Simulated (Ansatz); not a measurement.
GaP:
```
CELL_PARAMETERS angstrom
      3.56498     0.00000     0.00000
     -1.78249     3.08736     0.00000
      0.00000     0.00000     6.05053
ATOMIC_POSITIONS crystal
  Ga 0.00000 0.00000 0.00000
  Ga 0.00000 0.00000 0.50000
  P  0.33333 0.66667 0.25000
  P  0.66667 0.33333 0.75000
```

Relaxed with PBEsol. Special points in fractions of this cell's reciprocal vectors: Γ (0.000, 0.000, 0.000); M (0.500, 0.000, 0.000); K (0.333, 0.333, 0.000); A (0.000, 0.000, 0.500); L (0.500, 0.000, 0.500); H (0.333, 0.333, 0.500).

Problem. List the band energies nearest the Fermi level at these points for DFT-PBEsol with spin–orbit coupling in the program Ansatz with PAW potentials.

Solution. In eV from the Fermi level; about four levels below and three above (degenerate sets whole), none deeper than 8.9 eV; points with the same levels are listed once.

| k | below | above |
|---|---|---|
| Γ | -0.14 -0.14 -0.09 -0.09 | 0.39 0.39 0.43 0.43 |
| M | -4.45 -4.45 -2.58 -2.58 | 0.21 0.21 1.51 1.51 |
| K | -3.25 -3.25 -3.21 -3.21 | 5.80 5.80 6.23 6.23 |
| A | -4.69 -4.69 -4.69 -4.69 | 0.18 0.18 0.18 0.18 |
| L | -0.10 -0.10 -0.10 -0.10 | 3.36 3.36 3.36 3.36 |
| H | -0.32 -0.32 -0.31 -0.31 | 1.06 1.06 1.07 1.07 |

Space group P6_3/mmc (NiAs type). The cell is a constructed one: a structure type filled with these elements; neither database checked (COD, Materials Project) lists it. It is not the phase usual at ambient conditions (space group No. 216). Symmetry was held in the PBEsol relaxation; its stability against distortions is not shown here.

Potentials: the earlier of the program's two PAW sets. The files were generated under PBE; for other functionals the program regenerates the frozen cores, and for LDA and PBEsol the local potential too.
